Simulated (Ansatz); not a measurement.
Every step of a relaxation of Au (simple hexagonal type)

DFT, LDA, PAW with Ansatz's default frozen-core files, scalar-relativistic (Ansatz 0.2.0); a Γ-centred 18×18×16 k mesh, Fermi–Dirac smearing of 0.05 eV, no spin polarisation. The run relaxes cell and atoms at a target pressure of 170 GPa.

Command: `ansatz run input.yaml --threads 1 --pin off --max-ram 3584MiB --backend cpu --events-out ev --progress --plain --runs-dir out` It took 17 s on 1 thread of Arm Neoverse V2, on a shared host, peak memory 0.33 GiB.

```yaml
crystal:
  lattice:
    - [2.4527798173, 0.0, 0.0]
    - [-1.2263899087, 2.1241696317, 0.0]
    - [0.0, 0.0, 2.3056130283]
  atoms:
    - { symbol: Au, position: [0.0, 0.0, 0.0] }
kpoints:
  mp_grid: { grid: [18, 18, 16] }
scf:
  occupations: { method: fermi_dirac, width: 0.05 }
hamiltonian:
  xc: lda
  pseudopotentials: { kind: paw }
output:
  forces: true
  stress: true
  eigenvalues: true
relax:
  f_tol: 0.005
  max_steps: 40
  cell: { p_target: 170.0, stress_tol: 0.085 }
```

Each step lists its enthalpy F + pV a cell above the last geometry, the pressure, the cell vectors (Å), and Cartesian positions (Å) with forces (eV/Å).

The first step:

```
step 1  dH = 69.62 meV  P = 197.1 GPa
  cell 2.4528 0.0000 0.0000  -1.2264 2.1242 0.0000  0.0000 0.0000 2.3056
  Au 0.0000 0.0000 0.0000   0.0000 0.0000 0.0000
```

Spin–orbit coupling is left out, which matters for the heavy atoms. The PAW files were made under PBE.

The symmetry of the start is kept and no stability test is made, so the end need not be the stable phase.

Problem. Where does the relaxation end, and by which steps?

Solution. After 5 geometries, with conventional a, b, c = 2.450, 2.450, 2.375 Å, at 12.352 Å³/atom (+2.83 % against the start) in space group P6/mmm, with a shortest distance of 2.375 Å. The further steps:
```
step 2  dH = 39.61 meV  P = 142.7 GPa
  cell 2.4681 0.0000 0.0000  -1.2341 2.1375 0.0000  0.0000 0.0000 2.4180
  Au 0.0000 0.0000 0.0000   0.0000 0.0000 0.0000
step 3  dH = 0.58 meV  P = 166.5 GPa
  cell 2.4531 0.0000 0.0000  -1.2266 2.1245 0.0000  0.0000 0.0000 2.3794
  Au 0.0000 0.0000 0.0000   0.0000 0.0000 0.0000
step 4  dH = 0.00 meV  P = 170.1 GPa
  cell 2.4505 0.0000 0.0000  -1.2252 2.1222 0.0000  0.0000 0.0000 2.3749
  Au 0.0000 0.0000 0.0000   0.0000 0.0000 0.0000
step 5  dH = 0.00 meV  P = 170.0 GPa
  cell 2.4504 0.0000 0.0000  -1.2252 2.1221 0.0000  0.0000 0.0000 2.3755
  Au 0.0000 0.0000 0.0000   0.0000 0.0000 0.0000
step 6  dH = -0.20 meV  P = 170.0 GPa  (same geometry on a basis chosen anew; earlier energies don't compare to the last digit)
  cell 2.4504 0.0000 0.0000  -1.2252 2.1221 0.0000  0.0000 0.0000 2.3755
  Au 0.0000 0.0000 0.0000   0.0000 0.0000 0.0000
```
